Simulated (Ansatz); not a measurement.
Total density of states per atom from DFT-r²SCAN in the program Ansatz with PAW potentials, in 0.25 eV bins, energy from the Fermi level:

(E (eV), states/eV/atom): (-7.85, 0.65); (-7.60, 0.68); (-7.35, 0.60); (-7.10, 1.35); (-6.85, 0.65); (-6.60, 0.91); (-6.35, 0.00); (-6.10, 0.00); (-5.85, 0.00); (-5.60, 0.04); (-5.35, 0.09); (-5.10, 0.17); (-4.85, 0.22); (-4.60, 0.32); (-4.35, 0.50); (-4.10, 0.91); (-3.85, 0.85); (-3.60, 0.82); (-3.35, 0.50); (-3.10, 0.36); (-2.85, 0.24); (-2.60, 0.18); (-2.35, 0.19); (-2.10, 0.22); (-1.85, 0.30); (-1.60, 0.40); (-1.35, 0.56); (-1.10, 0.56); (-0.85, 0.41); (-0.60, 0.32); (-0.35, 0.41); (-0.10, 0.50); (0.15, 0.61); (0.40, 0.67); (0.65, 0.46); (0.90, 0.67); (1.15, 0.79); (1.40, 0.70); (1.65, 0.68); (1.90, 0.51); (2.15, 0.69); (2.40, 0.76); (2.65, 0.81); (2.90, 0.67); (3.15, 0.77); (3.40, 0.82); (3.65, 0.85); (3.90, 1.08); (4.15, 0.88); (4.40, 0.98); (4.65, 0.86)

### Question
Pick the material that matches.
(A) Ta2SnN, P6_3/mmc (Sn on 2d, Ta on 4f, N on 2a)
(B) W3N, A15 (Cr3Si type)
(C) BN, zinc blende
(D) Ir, P6_3/mmc (Ir on 2d, Ir on 4f, Ir on 4e, Ir on 4f)

### Answer
A, Ta2SnN, P6_3/mmc (Sn on 2d, Ta on 4f, N on 2a). Within 0.5 eV of the Fermi level: Ta 5d 74 %, Sn 5p 10 %, N 2p 7 %. Projections are on Löwdin-orthogonalised atomic valence shells; empty p or d shells of many metals are not among them.

The start of the workflow was typed in or built on a structure type; neither database checked (COD, Materials Project) lists it. Its standing as an ambient phase is unchecked. Symmetry was held in the r²SCAN relaxation; its stability against distortions is not shown here. No spin polarisation was allowed. Scalar-relativistic: spin–orbit coupling is off unless named, which matters more the heavier the elements.

Potentials: the earlier of the program's two PAW sets.
